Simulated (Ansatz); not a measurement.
All-electron card of TaGa3

```
Ta Ga
1.0
    -1.89800    1.89800    4.35200
     1.89800   -1.89800    4.35200
     1.89800    1.89800   -4.35200
Ta Ga
1 3
Direct
  0.00000 0.00000 0.00000
  0.75000 0.25000 0.50000
  0.25000 0.75000 0.50000
  0.50000 0.50000 0.00000
```

Atoms are numbered in the order listed.

The cell is COD entry 1522718, as deposited and not checked against the literature; nothing was relaxed.

No spin–orbit coupling, which matters for the heavy atoms here.

All numbers are computed: DFT, PBEsol, all-electron LAPW, scalar-relativistic (Ansatz 0.2.0); DFT, PBEsol, PAW with Ansatz's default frozen-core files, scalar-relativistic (Ansatz 0.2.0).

For LAPW: a Γ-centred 14×14×14 k mesh, Fermi–Dirac smearing of 0.05 eV, basis error target 1 meV/atom, no spin polarisation. PAW takes a cutoff of 420 eV at this cell (files made with PBE, cores remade for this functional). The Ansatz runs share mesh, smearing and spin set-up. Values come from LAPW unless marked.

```
Band gap        : none: bands cross the Fermi level, a metal
Volume per atom : 15.68 Å³
```

(1) Give the computed value. Bader charges (from the PAW run).

(2) Density of states at the Fermi level (0.2 eV bin): what does the calculation give?

(3) Stress xx, yy, zz (compression positive): what does the calculation give?

(4) Predict this quantity. Löwdin charges (with 0.06 e of the cell spilling out of the atomic basis, so their sizes and signs hang on that basis).

(5) Predict this quantity. Pressure at this cell.

Results:

(1) Ta1 +0.59, Ga2 -0.17, Ga4 -0.25 e.

(2) 0.70 states/eV per cell.

(3) -2.27, -2.27, -2.72 GPa.

(4) Ta1 0.30, Ga2 -0.08, Ga4 -0.07 e.

(5) -2.42 GPa.
